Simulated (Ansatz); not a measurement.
The calculation used DFT PBE, scalar-relativistic, plane waves, PAW, and for the lanthanide a 4f-in-core norm-conserving potential, in Ansatz. All cells share a 690 eV cutoff and Γ-centred k meshes spaced about 0.3 Å⁻¹ or finer (0.25 for metals, 2π included). No spin polarisation.

Temperature and zero-point effects are left out.

Two forms of Tb3YPb were relaxed alike.

A. Space group P3m1 (No. 156), trigonal, a = 5.354 Å, c = 6.567 Å. Tb on its first site is surrounded by 3 Y at 3.10 Å, 3 Pb at 3.42 Å and 3 Tb at 3.59 Å; around Tb on its second site lie 1 Y at 3.16 Å, 1 Y at 3.41 Å, 3 Pb at 3.43 Å and 3 Tb at 3.57 Å; Tb on its third site is surrounded by 2 Pb at 3.27–3.30 Å, 3 Y at 3.49 Å and 6 Tb at 3.57–3.59 Å; Y is surrounded by 4 Tb at 3.10–3.16 Å, 4 Tb at 3.41–3.49 Å and 3 Pb at 3.51 Å; around Pb lie 8 Tb at 3.27–3.43 Å and 3 Y at 3.51 Å.

B. Space group P4mm (No. 99), tetragonal, a = 4.895 Å, c = 7.090 Å. Tb on a site of symmetry 4mm has 1 Pb at 2.90 Å, 4 Tb at 3.26 Å and 4 Y at 3.58 Å; around Tb on a site of symmetry 2mm lie 2 Pb at 3.18 Å, 2 Tb at 3.26 Å, 4 Tb at 3.46 Å and 2 Y at 3.92 Å; Y is surrounded by 4 Tb at 3.58 Å, 4 Tb at 3.92 Å and 4 Pb at 4.00 Å; Pb is surrounded by 1 Tb at 2.90 Å, 4 Tb at 3.18 Å and 4 Y at 4.00 Å.

Question: Which would you expect to be lower, and how large is the difference?

Answer: A is lower, by 36 meV/atom. A has space group P3m1 (No. 156), 32.6 Å³/atom and no gap on its mesh; B has space group P4mm (No. 99), 34.0 Å³/atom and no gap. Counting all near atoms (those within 1.25 times the shortest distance at each site; a plus sign parts nearer from farther groups; a slash parts the counts of unlike sites), A has Tb 8/3+6/11, Y 11, Pb 11 and B has Tb 1+8/8+2, Y 12, Pb 5. The denser one is the lower, and pressure would at first widen the difference. Even the lower one lies +0.07 eV/atom against the reference forms of the elements (uncorrected), so neither is stable at this level. Both come from trial cells of a structure search, whose lowest cell (P4mm, 33.0 Å³/atom) lies 32 meV/atom below the lower of the two.

These runs have no spin–orbit coupling, which can matter for Pb. Cells relaxed within their symmetry can be saddle points. Some structure types and database cells were kept out of the candidates from the start, so a known form may be missing.

The lanthanide is trivalent by construction, without f bands, f moments or other valences.
